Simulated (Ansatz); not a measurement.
PbS (rock salt, space group No. 225), a = b = c = 6.009 Å, α = β = γ = 90.00°; the cell used has 2 atoms.

Relaxed with PBE. PBE (plane waves, PAW; program Ansatz) gives a gap of 0.49 eV.

**Question.** What gap does HSE06 give on the same cell (Ansatz, PAW)?

**Answer.** 0.94 eV, 0.45 eV more. The hybrid was solved on a coarser mesh and at special points; its gap is the smallest among all of these.

```json
[
 {"k": "Γ", "v1 PBE": "-1.95", "c1 PBE": "5.13", "v1 HSE06": "[?]", "c1 HSE06": "[?]"},
 {"k": "X", "v1 PBE": "-3.16", "c1 PBE": "4.06", "v1 HSE06": "[?]", "c1 HSE06": "[?]"},
 {"k": "L", "v1 PBE": "0.00", "c1 PBE": "0.49", "v1 HSE06": "0.00", "c1 HSE06": "0.94"},
 {"k": "W", "v1 PBE": "-0.91", "c1 PBE": "2.24", "v1 HSE06": "[?]", "c1 HSE06": "[?]"},
 {"k": "K", "v1 PBE": "-2.30", "c1 PBE": "3.36", "v1 HSE06": "[?]", "c1 HSE06": "[?]"}
]
```

**Question.** Top valence (v1) and lowest conduction level (c1) in eV from each method's valence maximum (which need not be a listed point): supply the withheld HSE06 values.

**Answer.** 
- W, v1 HSE06: -1.10
- W, c1 HSE06: 2.82
- K, v1 HSE06: -2.56
- K, c1 HSE06: 3.99
- X, v1 HSE06: -3.62
- X, c1 HSE06: 4.58
- Γ, v1 HSE06: -2.30
- Γ, c1 HSE06: 5.96

Cost on shared cores: the PBE run (SCF on a 8×8×8 mesh, then bands and DOS) about 16 core-seconds (a rough figure), the HSE06 run (SCF on 6×6×6, then a few points) very roughly 2.6 core-minutes; the tasks are unlike.

Space group Fm-3m (rock salt). Symmetry was held in the PBE relaxation; of distortions, only those at the zone centre were tested. Scalar-relativistic: spin–orbit coupling is off unless named, which matters more the heavier the elements.

Potentials: the later of the program's two PAW sets.
